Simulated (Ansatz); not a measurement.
Values for one crystal, relaxed and computed with PBEsol in the plane-wave PAW code Ansatz; other levels are named.

| Item | Result |
|---|---|
| Volume per atom | 14.13 Å³ |
| Electronic character | metallic (no gap) |
| Poisson's ratio | 0.25 |
| Debye temperature from the elastic constants | 602 K |
| Elastic constants (relaxed ions, GPa) | C11 = 364, C12 = 133, C13 = 168, C33 = 515, C44 = 184 |
| Hill bulk and shear moduli | 238 and 145 GPa |
| Density of states at the Fermi level | 0.38 states/eV per atom (mean over ±0.08 eV) |

Problem. Which of these materials gives this?
A) MoP, P-6m2 (Mo on 1a, P on 1d)
B) GaMo2N, P6_3/mmc (Ga on 2d, Mo on 4f, N on 2a)
C) SiB2Mo2, Cmmm (Si on 2a, Mo on 4j, B on 4i)
D) GaN, P-6m2 (Ga on 1a, N on 1f)

Solution. A, MoP, P-6m2 (Mo on 1a, P on 1d)

The cell was relaxed with PBEsol under the symmetry of its start. No spin polarisation was allowed. As this level gives no gap, shear constants depend on the k-mesh and smearing (Fermi–Dirac, 0.1 eV here). Scalar-relativistic: spin–orbit coupling is off unless named, which matters more the heavier the elements.

Potentials: the earlier of the program's two PAW sets. The files were generated under PBE; for other functionals the program regenerates the frozen cores, and for LDA and PBEsol the local potential too.
